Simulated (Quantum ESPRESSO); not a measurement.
## Kohn-Sham bands of InP (zinc blende)

```
InP
1.0
    0.00000     2.95198     2.95198
    2.95198     0.00000     2.95198
    2.95198     2.95198     0.00000
In P
1 1
Direct
  0.00000   0.00000   0.00000
  0.75000   0.75000   0.75000
```

Cell from Materials Project (mp-20351), symmetrised, no further relaxation. COD (Crystallography Open Database) has an entry of this formula and space group (matched by these alone). Level: PBEsol, spinors with spin-orbit coupling; pw.x of Quantum ESPRESSO at 56 Ry with PseudoDojo potentials, 8×8×8 k-points, Wannier90. Density: 10×10×10 mesh, Gaussian smearing 0.01 Ry.

Energies are relative to the valence-band maximum; weights are on the orthonormalised atomic waves of the pseudopotential files, averaged over the group. 18 electrons a cell are treated as valence.

### Question
Into which isolated groups do the bands fall, where do they lie and what are they made of?

### Answer
```tsv
bands	from (eV)	to (eV)	filling	weight on atomic waves
1–4	-14.72	-14.59	filled	In 4d 98 %
5–10	-13.95	-13.71	filled	In 4d 98 %
11–12	-11.43	-9.04	filled	P 3s 58 %, In 5p 23 %, In 5s 12 %
13–18	-5.75	0.00	filled	P 3p 62 %, In 5p 21 %, In 5s 13 %
```

The Kohn-Sham gap over both meshes and the path is 0.47 eV.
